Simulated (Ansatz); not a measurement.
Si:
```yaml
crystal:
  lattice:
    - [0.00000, 2.70077, 2.70077]
    - [2.70077, 0.00000, 2.70077]
    - [2.70077, 2.70077, 0.00000]
  atoms:
    - { symbol: Si, position: [0.75000, 0.75000, 0.75000] }
    - { symbol: Si, position: [0.50000, 0.50000, 0.50000] }
```

Relaxed with LDA. Special points in fractions of this cell's reciprocal vectors: Γ (0.000, 0.000, 0.000); X (0.500, 0.000, 0.500); U (0.625, 0.250, 0.625); K (0.375, 0.375, 0.750); L (0.500, 0.500, 0.500); W (0.500, 0.250, 0.750).

List the band energies nearest the valence-band maximum at these points for DFT-LDA in the program Ansatz with PAW potentials.

In eV from the valence-band maximum; about four levels below and three above (degenerate sets whole), none deeper than 8.9 eV; points with the same levels are listed once.

```json
[
 {"k": "Γ", "below": "0.00 0.00 0.00", "above": "2.53 2.53 2.53"},
 {"k": "X", "below": "-7.88 -7.88 -2.90 -2.90", "above": "0.58 0.58 10.11 10.11"},
 {"k": "U", "below": "-8.28 -7.28 -4.41 -2.46", "above": "1.08 4.06 7.47"},
 {"k": "L", "below": "-7.07 -1.21 -1.21", "above": "1.48 3.29 3.29"},
 {"k": "W", "below": "-7.70 -7.70 -3.95 -3.95", "above": "4.18 4.18 4.98 4.98"}
]
```

Space group Fd-3m (diamond). The LDA relaxation kept the symmetry of its start; phonons on a q-mesh show no instability.

Potentials: the earlier of the program's two PAW sets.
